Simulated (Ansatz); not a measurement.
**What a change of settings does to a run on LuAs**

The cell is the one relaxed in the Materials Project (mp-2017); entries there can be hypothetical. The listed cell was then made from it by scaling, straining or moving an atom.

First run: DFT, r2SCAN, PAW with Ansatz's default frozen-core files, scalar-relativistic (Ansatz 0.2.0).

Command: `ansatz run input.yaml --threads 1 --pin off --max-ram 2048MiB --backend cpu --events-out ev --progress --plain --runs-dir out` The run took 59 s on 1 thread of AMD EPYC 7R43 64-Core Processor (Zen 3), with other jobs on the host, peak memory 0.62 GiB.

```yaml
crystal:
  lattice:
    - [0.0, 2.9119427457, 2.9119427457]
    - [2.9119427457, 0.0, 2.9119427457]
    - [2.9119427457, 2.9119427457, 0.0]
  atoms:
    - { symbol: Lu, position: [0.5, 0.5, 0.5] }
    - { symbol: As, position: [0.0, 0.0, 0.0] }
kpoints:
  mp_grid: { grid: [10, 10, 10] }
scf:
  occupations: { method: fermi_dirac, width: 0.05 }
hamiltonian:
  xc: r2scan
  pseudopotentials: { kind: paw }
output:
  forces: true
  stress: true
  efg: { contact_densities: true }
relax:
  f_tol: 0.005
  max_steps: 80
  cell: {}
```

Result: converged; relaxed volume 22.867 Å³/atom; 39 SCF iterations in all.

Spin–orbit coupling is left out, though it moves levels of the heavy atoms by tenths of an eV or more.

The input is then changed:

```diff
@@ -8,5 +8,5 @@
     - { symbol: As, position: [0.0, 0.0, 0.0] }
 kpoints:
-  mp_grid: { grid: [10, 10, 10] }
+  mp_grid: { grid: [12, 12, 12] }
 scf:
   occupations: { method: fermi_dirac, width: 0.05 }
@@ -22,3 +22,5 @@
   max_steps: 80
   cell: {}
+basis:
+  ecutwfc: "600 eV"
```

(1) Predict the outcome of the changed run.

## Answers

(1) It converged; energy at zero smearing -0.5 meV/atom from the first run; relaxed volume 22.865 Å³/atom; 39 SCF iterations in all.
